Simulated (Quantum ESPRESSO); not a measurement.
# Kohn-Sham bands of PtS$_{2}$ (CdI2 type)

```
PtS2
1.0
    3.54874     0.00000     0.00000
   -1.77437     3.07330     0.00000
    0.00000     0.00000     5.59707
Pt S
1 2
Direct
  0.00000   0.00000   0.00000
  0.66667   0.33333   0.77966
  0.33333   0.66667   0.22034
```

Structure: Materials Project mp-762, symmetrised, not relaxed again. COD (Crystallography Open Database) has an entry of this formula and space group (matched by these alone). Level: PBEsol, no spin polarisation, no spin-orbit coupling; pw.x of Quantum ESPRESSO at 68 Ry with PseudoDojo potentials, 12×12×4 k-points, Wannier90. Density: 12×12×6 mesh, cold smearing 0.01 Ry. The cell is built of weakly bound layers, chains or molecules, whose nearest atoms lie 3.74 Å apart. Database cells relaxed without dispersion often hold them too far apart, which can enlarge gaps and weakens couplings between them; spacing and stacking were not compared with the measured crystal. Spin-orbit coupling is left out although heavy elements are present.

The lattice is scaled uniformly by ε, fractional positions fixed (axis ratios and free coordinates are held, so this isn't the response to pressure); Kohn-Sham values from pw.x, the row at -1.0 % withheld:

```tsv
ε (%)	gap (eV)	width of the top valence group (eV)	direct gap at Γ (eV)	direct gap at K (eV)
-3.0	1.077	7.837	3.250	2.535
-1.0	?	?	?	?
0.0	0.980	6.990	2.854	2.350
1.0	0.949	6.731	2.734	2.289
3.0	0.893	6.244	2.511	2.167
```

Question: Fit y = y₀ + bε + cε² to the rows at -3.0, 0 and 3.0 %, check it on the fourth row, and predict the withheld one.

Answer: 
- gap (eV): b = (0.893 − 1.077)/6 = -0.0307, c = (0.893 + 1.077 − 2×0.980)/18 = 0.00056. Check at 1.0 %: 0.950 for 0.949. Prediction 1.011; the run gives 1.011.
- width of the top valence group (eV): b = (6.244 − 7.837)/6 = -0.2655, c = (6.244 + 7.837 − 2×6.990)/18 = 0.00561. Check at 1.0 %: 6.730 for 6.731. Prediction 7.261; the run gives 7.260.
- direct gap at Γ (eV): b = (2.511 − 3.250)/6 = -0.1232, c = (2.511 + 3.250 − 2×2.854)/18 = 0.00294. Check at 1.0 %: 2.734 for 2.734. Prediction 2.980; the run gives 2.979.
- direct gap at K (eV): b = (2.167 − 2.535)/6 = -0.0613, c = (2.167 + 2.535 − 2×2.350)/18 = 0.00011. Check at 1.0 %: 2.289 for 2.289. Prediction 2.411; the run gives 2.412.
